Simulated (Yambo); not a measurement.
GaAlN2 (space group P-4m2, No. 115): a test of whether the lowest BSE state is resolved, against the k mesh (Yambo, LDA bands; otherwise 6 valence and 3 conduction bands, static screening with 29 bands and a 4 Ry block, scissor 1.14 eV, Tamm-Dancoff).

```json
[
 {"k mesh": "4×4×2", "direct gap (eV)": "4.25", "lowest state (eV)": "3.70", "difference (eV)": "0.55", "k points taking part": "1.0", "rough cost": "about 1/30"},
 {"k mesh": "4×4×4", "direct gap (eV)": "4.25", "lowest state (eV)": "3.78", "difference (eV)": "0.46", "k points taking part": "1.0", "rough cost": "about 1/10"},
 {"k mesh": "6×6×4", "direct gap (eV)": "4.25", "lowest state (eV)": "3.86", "difference (eV)": "0.39", "k points taking part": "1.0", "rough cost": "about 1/5"},
 {"k mesh": "8×8×6", "direct gap (eV)": "4.25", "lowest state (eV)": "3.96", "difference (eV)": "0.29", "k points taking part": "1.0", "rough cost": "1"}
]
```

The last step moves the difference by 0.10 eV. Even the densest mesh doesn't resolve the state: none of these energies is a result, and the difference is no binding energy.

These are vertical excitations (zero momentum). The scissor comes from a G0W0 run whose convergence isn't established; costs are rough.

Spin-orbit splittings are left out.

The standard potential for Ga keeps a d shell in the valence without the s and p states of that shell. In tests on such compounds this moved G0W0 gaps by up to about 0.9 eV, so absolute quasiparticle energies here are unreliable; differences between settings are what counts.

Geometry relaxed with LDA; primitive cell a = b = 3.1113 Å, c = 4.3787 Å, α = β = γ = 90.00°.

The structure is a Materials Project entry; no match was found in the copy of COD used, and its stability was not checked.
